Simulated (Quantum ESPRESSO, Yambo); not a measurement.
**Levels of theory for the gap of BaPdS₂**

BaPdS2 (space group Cmcm, No. 63): one geometry, one set of norm-conserving PBEsol (Quantum ESPRESSO, 82 Ry, no spin-orbit coupling) orbitals, self-energies from Yambo (2×2×2 Γ-centred k mesh, bands 9 to 304 and a 7 Ry block in the screening, 304 bands in G with the Bruneval-Gonze terminator, plasmon pole fitted at 27.2 eV).

The geometry is that of Materials Project entry mp-4009, symmetrised and not relaxed again.

| level | gap Γ → Γ (eV) | rough Yambo cost |
|---|---|---|
| PBEsol (Quantum ESPRESSO) | 0.25 | – |
| exchange only (Hartree-Fock self-energy on PBEsol orbitals) | 7.09 | about 1/70 (12 states) |
| static COHSEX@PBEsol | 0.87 | within a factor of two (2 states) |
| G0W0@PBEsol, plasmon pole | 0.79 | 1 (12 states) |

Bare exchange has no screening and gives the widest gap; static COHSEX screens it but leaves out the frequency dependence, which G0W0 restores. All rows use the PBEsol edge points; in the exchange only run other k points give a smaller gap, 6.63 eV.

Costs are rough ratios of core time on shared machines.

Nearest settings tried, and what they do to the gap: 198 bands in G: +6 meV; 198 bands in W, 198 bands in G: +12 meV; 3 Ry block (137 vectors against 437): +71 meV. Not varied: mesh. So the settings aren't converged at that level. The k mesh is coarse.

Spin-orbit splittings are left out.

The structure is a Materials Project entry; no match was found in the copy of COD used, and its stability was not checked.
